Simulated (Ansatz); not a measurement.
A geometry of Be away from equilibrium: step 2 of the relaxation of a relaxed Be cell, doubled along one cell vector, shaken by Gaussian noise of σ = 0.08 Å a coordinate. The numbers are results of PBEsol (plane waves to 420 eV, PAW, scalar-relativistic; Ansatz, a program for electronic structure), not measurements. Γ-centred k-mesh 18×9×18 on the run's cell (coarser than for final values), Fermi–Dirac smearing 0.05 eV.

```xyz
2
Lattice="-0.0065 1.5699 1.5665 3.1173 0.0074 3.1125 1.5684 1.5693 -0.0060" Properties=species:S:1:pos:R:3:forces:R:3 pbc="T T T" free_energy=-180.491 pressure_GPa=2.9
Be     1.4130     1.4635     1.5026    0.5392   -0.1389    0.5592
Be     3.0591     1.4846     3.1522   -0.5392    0.1389   -0.5592
```

Positions in Å, forces in eV/Å, free energy of the cell in eV (comparable only within this code, potentials and settings). Largest force: 0.79 eV/Å, on Be1, Be2 (atoms numbered as listed); the geometry lies 0.03 eV/atom above the end of its relaxation.

No spin polarisation in the result.

The run could not lose the symmetry of its start: the end is stationary, and may be a saddle point rather than a minimum.

The end of the path is a generated cell of Be: the first start was made by placing the elements on the sites of a structure type, and the end was not matched to a known phase here, so it may be hypothetical. Known forms of Be include space group No. 194.
